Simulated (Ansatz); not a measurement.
BaTiO3 (Pm-3m) under several functionals

Plane-wave DFT in Ansatz with scalar-relativistic PAW potentials. The same structure was relaxed (cell and atoms, symmetry kept) in separate runs at each level; U_eff on d shells: Ti 4 eV. No spin polarisation.

Question: How do the levels PBE, PBE+U, PBEsol, r2SCAN, r2SCAN+U compare?

Answer:
| level | cutoff (eV) | k mesh | V (Å³/atom) | a (Å) | gap (eV) |
| --- | --- | --- | --- | --- | --- |
| PBEsol | 420 | 8×8×8 | 12.513 | 3.970 | 1.82 |
| r2SCAN | 500 | 8×8×8 | 12.743 | 3.994 | 2.17 |
| r2SCAN+U | 500 | 6×6×6 | 12.835 | 4.004 | 2.66 |
| PBE | 420 | 8×8×8 | 12.986 | 4.019 | 1.78 |
| PBE+U | 420 | 8×8×8 | 13.079 | 4.029 | 2.21 |

The usual order of volumes, PBEsol < PBE, holds here (12.513, 12.986 Å³/atom). As a rule PBEsol, built on the gradient expansion of slowly varying densities, lies between LDA and PBE; PBE's stronger gradient term for exchange weakens bonds. The Hubbard U changes PBE's volume by 0.7 %; as a rule localising d electrons weakens their share of the bonding and swells the cell. r2SCAN lies 1.9 % under PBE in volume. Each gap belongs to its own cell, so it mixes the functional's effect with that of the volume; gaps are the least found on the k mesh or on a band path.

Spin-orbit coupling is left out, which matters for the bands of heavy elements.

Symmetry holds off the tilts and polar distortions that many cubic perovskites undergo.